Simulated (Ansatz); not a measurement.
**Sensitivity of the gradients in CaScBO4 to the input**

This input was run with Ansatz:

```yaml
crystal:
  lattice:
    - [10.283, 0.0, 0.0]
    - [0.0, 3.3636, 0.0]
    - [0.0, 0.0, 9.432]
  atoms:
    - { symbol: Ca, position: [0.5887, 0.75, 0.84087] }
    - { symbol: Ca, position: [0.9113, 0.25, 0.34087] }
    - { symbol: Ca, position: [0.0887, 0.75, 0.65913] }
    - { symbol: Ca, position: [0.4113, 0.25, 0.15913] }
    - { symbol: Sc, position: [0.38994, 0.25, 0.57162] }
    - { symbol: Sc, position: [0.11006, 0.75, 0.07162] }
    - { symbol: Sc, position: [0.88994, 0.25, 0.92838] }
    - { symbol: Sc, position: [0.61006, 0.75, 0.42838] }
    - { symbol: B, position: [0.3046, 0.25, 0.8649] }
    - { symbol: B, position: [0.1954, 0.75, 0.3649] }
    - { symbol: B, position: [0.8046, 0.25, 0.6351] }
    - { symbol: B, position: [0.6954, 0.75, 0.1351] }
    - { symbol: O, position: [0.50199, 0.75, 0.61564] }
    - { symbol: O, position: [0.99801, 0.25, 0.11564] }
    - { symbol: O, position: [0.00199, 0.75, 0.88436] }
    - { symbol: O, position: [0.49801, 0.25, 0.38436] }
    - { symbol: O, position: [0.24343, 0.25, 0.73431] }
    - { symbol: O, position: [0.25657, 0.75, 0.23431] }
    - { symbol: O, position: [0.74343, 0.25, 0.76569] }
    - { symbol: O, position: [0.75657, 0.75, 0.26569] }
    - { symbol: O, position: [0.26621, 0.75, 0.48923] }
    - { symbol: O, position: [0.23379, 0.25, 0.98923] }
    - { symbol: O, position: [0.76621, 0.75, 0.01077] }
    - { symbol: O, position: [0.73379, 0.25, 0.51077] }
    - { symbol: O, position: [0.43786, 0.25, 0.8747] }
    - { symbol: O, position: [0.06214, 0.75, 0.3747] }
    - { symbol: O, position: [0.93786, 0.25, 0.6253] }
    - { symbol: O, position: [0.56214, 0.75, 0.1253] }
kpoints:
  mp_grid: { grid: [3, 7, 3], shift: [0.5, 0.5, 0.5] }
scf:
  occupations: { method: fermi_dirac, width: 0.02 }
hamiltonian:
  xc: lda
  pseudopotentials: { kind: paw }
output:
  forces: true
  stress: true
  populations: true
  efg:
    quadrupole_moments_barn: { Ca: -0.0408, Sc: -0.22, B: 0.04059, O: -0.02558 }
    contact_densities: true
```

```sh
ansatz run input.yaml --threads 2 --pin off --max-ram 5120MiB --backend cpu --events-out ev --progress --plain --runs-dir out
```

It converged. Of its output the block on the nuclei alone is shown, without the SCF iterations, energies, forces and stress (one atom of each set):

```
--- PAW observables at the nuclei: V_zz in 10²¹ V/m², potentials from the cell's mean, atoms counted from 1 ---
  atom   1  Ca V_zz =    -2.313297   η = 0.1261   by run symmetry: allowed   C_q = +2.2822 MHz
            electrostatic potential = -2215.829795 V   contact ρ = 40967.664645 e/Å³
  atom   5  Sc V_zz =    +4.893930   η = 0.2199   by run symmetry: allowed   C_q = -26.0336 MHz
            electrostatic potential = -2367.779577 V   contact ρ = 48234.310172 e/Å³
  atom   9  B  V_zz =    +2.618751   η = 0.0865   by run symmetry: allowed   C_q = +2.5702 MHz
            electrostatic potential = -323.981944 V   contact ρ = 475.830465 e/Å³
  atom  13  O  V_zz =    -0.646364   η = 0.2809   by run symmetry: allowed   C_q = +0.3998 MHz
            electrostatic potential = -622.788405 V   contact ρ = 2124.556866 e/Å³
  atom  17  O  V_zz =    +4.844843   η = 0.9933   by run symmetry: allowed   C_q = -2.9966 MHz
            electrostatic potential = -622.298925 V   contact ρ = 2122.910104 e/Å³
  atom  21  O  V_zz =    -6.475159   η = 0.3739   by run symmetry: allowed   C_q = +4.0050 MHz
            electrostatic potential = -622.235605 V   contact ρ = 2122.809140 e/Å³
  atom  25  O  V_zz =    +4.644671   η = 0.9417   by run symmetry: allowed   C_q = -2.8728 MHz
            electrostatic potential = -622.601811 V   contact ρ = 2123.101342 e/Å³
```

**Question.** Can these gradients be trusted, and how do they compare with a run on standard settings?

**Answer.** As results of these settings, within the limits told below. Against the standard input the change is `kpoints.mp_grid.shift`: not typed → [0.5, 0.5, 0.5]; `hamiltonian.xc`: pbe → lda. A site carries the number of its first atom; V_zz in 10²¹ V/m².

```csv
site,V_zz standard,η standard,V_zz here,η here
Ca,-2.38,0.16,-2.31,0.13
Sc,4.96,0.20,4.89,0.22
B,2.62,0.09,2.62,0.09
O13,-0.67,0.04,-0.65,0.28
O17,5.16,0.91,4.84,0.99
O21,-6.67,0.43,-6.48,0.37
O25,5.02,0.90,4.64,0.94
```

The largest change of V_zz is on O25, from 5.02 to 4.64. In per cent, |V_zz| changes by -3 on Ca, -1 on Sc, 0 on B, -7 to -3 on O (all sites that start above 0.5). Where |V_zz| stays above 0.1, η moves most on O13, from 0.04 to 0.28. Its pressure is -7 GPa, against 2 GPa in the reference run. SCF iterations: 7 and 9.

On the reference run: The largest force is 0.4 eV/Å, so the atoms aren't at the calculated equilibrium and relaxing them would move these values.
